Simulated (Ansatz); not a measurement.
**Ba6LiNb2IrCl2O12: Field gradients at the nuclei**

The cell is a Materials Project structure (computed, not necessarily an observed phase), atoms as given.

```
CELL_PARAMETERS angstrom
5.95680 0.00000 0.00000
-2.97840 5.15874 0.00000
0.00000 0.00000 15.55815
ATOMIC_POSITIONS crystal
Ba 0.00000 0.00000 0.36329
Ba 0.00000 0.00000 0.78902
Ba 0.33333 0.66667 0.63557
Ba 0.33333 0.66667 0.89112
Ba 0.00000 0.00000 0.06647
Ba 0.33333 0.66667 0.23276
Li 0.33333 0.66667 0.06318
Nb 0.66667 0.33333 0.81794
Nb 0.66667 0.33333 0.18349
Ir 0.66667 0.33333 0.00090
Cl 0.33333 0.66667 0.42882
Cl 0.00000 0.00000 0.58078
O 0.81922 0.63844 0.91308
O 0.99504 0.49752 0.75786
O 0.82786 0.65571 0.24527
O 0.50248 0.00496 0.75786
O 0.50248 0.49752 0.75786
O 0.50861 0.01721 0.08833
O 0.82786 0.17214 0.24527
O 0.98279 0.49139 0.08833
O 0.50861 0.49139 0.08833
O 0.36156 0.18078 0.91308
O 0.34429 0.17214 0.24527
O 0.81922 0.18078 0.91308
```

Sites (sets of like atoms) are named by element and the number of their first atom in this list.

The numbers come from a DFT calculation in Ansatz (PBE, plane waves and PAW, scalar-relativistic, 420 eV cutoff, Γ-centred 5×5×2 k-points, Fermi–Dirac smearing 0.02 eV).

Conventions: |V_zz| ≥ |V_yy| ≥ |V_xx|, η = (V_xx − V_yy)/V_zz, C_Q = eQV_zz/h. Directions are in the Cartesian axes of the cell vectors above, for the atom listed; none is given where the gradient is under 0.02 or η is above 0.95.

Task: Give the quadrupolar parameters of the distinct sites.

Result: 

```json
{"site": "Ba1", "first atom": "1", "first shell": "3 O at 2.55 Å, 4 Cl at 3.38–3.59 Å; also 3 Ba at 3.99 Å", "V_zz (10²¹ V/m²)": "-15.67", "η": "0.00", "direction of V_zz (x, y, z)": "0.00 0.00 1.00"}
{"site": "Ba2", "first atom": "2", "first shell": "9 O at 2.68–3.02 Å, 1 Cl at 3.24 Å", "V_zz (10²¹ V/m²)": "-1.59", "η": "0.00", "direction of V_zz (x, y, z)": "0.00 0.00 1.00"}
{"site": "Ba3", "first atom": "3", "first shell": "3 O at 2.58 Å, 4 Cl at 3.22–3.54 Å", "V_zz (10²¹ V/m²)": "-15.97", "η": "0.00", "direction of V_zz (x, y, z)": "0.00 0.00 1.00"}
{"site": "Ba4", "first atom": "4", "first shell": "1 Li at 2.68 Å, 9 O at 2.71–3.00 Å", "V_zz (10²¹ V/m²)": "12.75", "η": "0.00", "direction of V_zz (x, y, z)": "0.00 0.00 1.00"}
{"site": "Ba5", "first atom": "5", "first shell": "12 O at 3.00–3.30 Å", "V_zz (10²¹ V/m²)": "4.55", "η": "0.00", "direction of V_zz (x, y, z)": "0.00 0.00 1.00"}
{"site": "Ba6", "first atom": "6", "first shell": "1 Li at 2.64 Å, 9 O at 2.88–2.99 Å, 1 Cl at 3.05 Å", "V_zz (10²¹ V/m²)": "7.41", "η": "0.00", "direction of V_zz (x, y, z)": "0.00 0.00 1.00"}
{"site": "Li", "first atom": "7", "first shell": "3 O at 1.85 Å", "V_zz (10²¹ V/m²)": "0.79", "η": "0.00", "direction of V_zz (x, y, z)": "0.00 0.00 1.00"}
{"site": "Nb8", "first atom": "8", "first shell": "6 O at 1.93–2.16 Å", "V_zz (10²¹ V/m²)": "1.58", "η": "0.00", "direction of V_zz (x, y, z)": "0.00 0.00 1.00"}
{"site": "Nb9", "first atom": "9", "first shell": "6 O at 1.92–2.20 Å", "V_zz (10²¹ V/m²)": "0.23", "η": "0.00", "direction of V_zz (x, y, z)": "0.00 0.00 1.00"}
{"site": "Ir", "first atom": "10", "first shell": "6 O at 2.08–2.12 Å", "V_zz (10²¹ V/m²)": "9.10", "η": "0.00", "direction of V_zz (x, y, z)": "0.00 0.00 1.00"}
{"site": "Cl11", "first atom": "11", "first shell": "5 Ba at 3.05–3.59 Å", "V_zz (10²¹ V/m²)": "0.35", "η": "0.00", "direction of V_zz (x, y, z)": "0.00 0.00 1.00"}
{"site": "Cl12", "first atom": "12", "first shell": "5 Ba at 3.24–3.54 Å", "V_zz (10²¹ V/m²)": "0.28", "η": "0.00", "direction of V_zz (x, y, z)": "0.00 0.00 1.00"}
{"site": "O13", "first atom": "13", "first shell": "1 Ir at 2.08 Å, 1 Nb at 2.16 Å, angle 84°; also 4 Ba at 2.68–3.03 Å", "V_zz (10²¹ V/m²)": "7.93", "η": "0.24", "direction of V_zz (x, y, z)": "0.00 -0.68 0.73"}
{"site": "O14", "first atom": "14", "first shell": "1 Nb at 1.93 Å; also 4 Ba at 2.58–3.02 Å", "V_zz (10²¹ V/m²)": "-2.05", "η": "0.78", "direction of V_zz (x, y, z)": "0.85 0.49 0.17"}
{"site": "O15", "first atom": "15", "first shell": "1 Nb at 1.92 Å; also 4 Ba at 2.55–3.30 Å", "V_zz (10²¹ V/m²)": "-2.22", "η": "0.87", "direction of V_zz (x, y, z)": "0.00 0.98 -0.19"}
{"site": "O18", "first atom": "18", "first shell": "1 Li at 1.85 Å, 1 Ir at 2.12 Å, 1 Nb at 2.20 Å; also 3 Ba at 2.88–3.00 Å", "V_zz (10²¹ V/m²)": "7.99", "η": "0.37", "direction of V_zz (x, y, z)": "0.00 0.72 -0.70"}
```

An axis of threefold or higher order runs through Ba1, Ba2, Ba3, Ba4, Ba5 and Ba6 and others, so V_zz lies along it and η is zero.

The largest force is 0.4 eV/Å, so the atoms aren't at the calculated equilibrium and relaxing them would move these values. Spin–orbit coupling is left out, which shifts gradients on Ir by a few per cent, and by more where contributions nearly cancel. With these PAW files V_zz is typically within 2 to 3 % of all-electron values, but misses above 10 % occur on Li.
